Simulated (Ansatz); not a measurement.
Input and command of a plane-wave DFT calculation in Ansatz:

```yaml
crystal:
  lattice:
    - [2.8, 0.0, 0.0]
    - [0.0, 2.8, 0.0]
    - [0.0, 0.0, 3.67]
  atoms:
    - { symbol: Cu, position: [0.5, 0.5, 0.5] }
    - { symbol: Au, position: [0.0, 0.0, -0.0817438692] }
basis:
  ecutwfc: 420
kpoints:
  mp_grid: { grid: [18, 18, 14] }
hamiltonian:
  xc: pbesol
scf:
  occupations: { method: gaussian, width: 0.15 }
output:
  forces: true
  stress: true
  eigenvalues: true
  write_density: true
  write_potential: true
  elf: true
  volumetric_format: npy
```

```bash
ansatz run input.yaml --threads 1 --pin off --max-ram 2560MiB --backend cpu --events-out ev --progress --plain --runs-dir out
```

Processor: Arm Neoverse V1, 1 thread, on a host shared with other jobs.

Estimate time, memory and problem size.

About 36 s on 1 thread of Arm Neoverse V1, with other jobs on the host, peak memory 0.53 GiB. It solves 23 bands at 440 k points (the mesh reduced by symmetry) with about 545 plane waves, in 7 SCF iterations.
